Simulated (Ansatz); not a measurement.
Is this Zr2Zn2N structure a true minimum?

The structure comes from a proposed guess, relaxed at this level; another structure or a mixture of phases may lie lower.

Level of theory: Ansatz, DFT PBE, scalar-relativistic, plane waves, PAW. Settings: cutoff 420 eV, Γ-centred mesh 12×12×4 on the computed 5-atom cell, Gaussian smearing of 0.10 eV; no spin polarisation.

The cell below (5 atoms, space group P-3m1 (No. 164)) is relaxed within its symmetry.

```
CELL_PARAMETERS angstrom
3.26320 0.00000 0.00000
-1.63160 2.82601 0.00000
0.00000 0.00000 8.88676
ATOMIC_POSITIONS crystal
Zr 0.33333 0.66667 0.14124
Zr 0.66667 0.33333 0.85876
Zn 0.33333 0.66667 0.60708
Zn 0.66667 0.33333 0.39292
N 0.00000 0.00000 0.00000
```

For the test a repeat of it with 10 atoms (edges 3.26, 5.65, 8.89 Å) was strained at random (σ = 1.5 % a component), the atoms were moved at random (σ = 0.10 Å), and all was relaxed again on a coarse 6×4×4 mesh (in the run’s order of axes) with 0.20 eV smearing, with no symmetry imposed.

Question: What happens?

Answer: It returns, within 1 meV/atom of the unmoved cell on that mesh and with the same symmetry when read at 0.1 Å (P2_1/m at 0.01 Å, so small strains and shifts remain). So it is stable against the distortions that fit this cell and that this random move excites. Modes that don't fit the cell aren't tested.
